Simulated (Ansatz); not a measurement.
## Profile along the La–Sb line in LaSb (rock salt)

LaSb (rock salt), conventional cell a = b = c = 6.4527 Å, α = β = γ = 90.00°. The calculation uses the primitive cell of 2 atoms, to which meshes and values per cell refer.

Fields along a shortest La–Sb line of a {110} plane (3.23 Å), from La to Sb, interpolated on the slice's grid (step about 0.3 Å). Level of theory: PBEsol (plane waves to 420 eV, PAW, scalar-relativistic; Ansatz, a first-principles code). k mesh 13×13×13. Inside the PAW spheres the values are not all-electron values, and peaks at nuclei hang on which shells count as valence. LaSb is run without spin polarisation. LaSb was relaxed with its symmetry unable to fall. Spin-orbit coupling is left out, though Sb is heavy.

| distance from La (Å) | valence electron density (e/Å³) | electron localisation function |
|---|---|---|
| 0.00 | 1.35 | x |
| 0.16 | 1.37 | x |
| 0.32 | 1.48 | x |
| 0.48 | 1.64 | x |
| 0.65 | 1.64 | 0.80 |
| 0.81 | 1.35 | 0.85 |
| 0.97 | 0.89 | 0.81 |
| 1.13 | 0.52 | 0.63 |
| 1.29 | 0.31 | 0.35 |
| 1.45 | 0.22 | 0.25 |
| 1.61 | 0.21 | 0.31 |
| 1.78 | 0.23 | 0.50 |
| 1.94 | 0.30 | 0.58 |
| 2.10 | 0.42 | 0.49 |
| 2.26 | 0.63 | 0.40 |
| 2.42 | 1.10 | 0.32 |
| 2.58 | 2.48 | 0.17 |
| 2.75 | 5.97 | x |
| 2.91 | 12.43 | x |
| 3.07 | 19.81 | x |
| 3.23 | 23.13 | x |

x: too close to a nucleus for the ELF to mean much.

Density on the La–Sb line (3.23 Å) at its midpoint: 0.21 e/Å³. ELF at that point: 0.31.
